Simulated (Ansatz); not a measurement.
## Calculated field gradients at the nuclei for SiO2

The cell is a COD entry, taken as it stands.

Space group P4_12_12 (No. 92); a = 4.9640, c = 6.9200 Å.

```
site  Wyckoff  site symmetry       x       y       z
  Si       4a            ..2  0.3000  0.3000  0.0000
   O       8b              1  0.2450  0.1000  0.1750
```

One atom of each set is listed.

All values are calculated (Ansatz; DFT, PBE, plane waves and PAW (field gradients read without the response of the frozen cores, which leaves them typically 4 to 6 % off), scalar-relativistic, 420 eV cutoff, Γ-centred 5×5×4 k-points, Fermi–Dirac smearing 0.02 eV), not measured.

V_zz is the principal component of the electric field gradient with the largest magnitude, η = (V_xx − V_yy)/V_zz and C_Q = eQV_zz/h.

¹⁷O: I = 5/2, Q = -25.58 mb. Quadrupole moments are those of Pyykkö's year-2017 table.

Q: Give the quadrupolar parameters of the distinct sites.

A: 

| site | atoms | first shell | V_zz (10²¹ V/m²) | η | C_Q (MHz) |
| --- | --- | --- | --- | --- | --- |
| Si | 4 | 4 O at 1.59 Å | -0.51 | 0.07 | – |
| O | 8 | 2 Si at 1.59 Å, angle 149° | 9.23 | 0.11 | -5.71 |

At O V_zz runs parallel to the line that joins its two neighbours (within 2°).

Si has no stable isotope with a ground-state quadrupole moment in the table, so no C_Q is given.

The calculated pressure of 11 GPa (PBE) comes largely from the unrelaxed atoms: it is 1.3 GPa once they are relaxed in the same cell. The largest force is 0.8 eV/Å, so the atoms aren't at the calculated equilibrium and relaxing them would move these values.
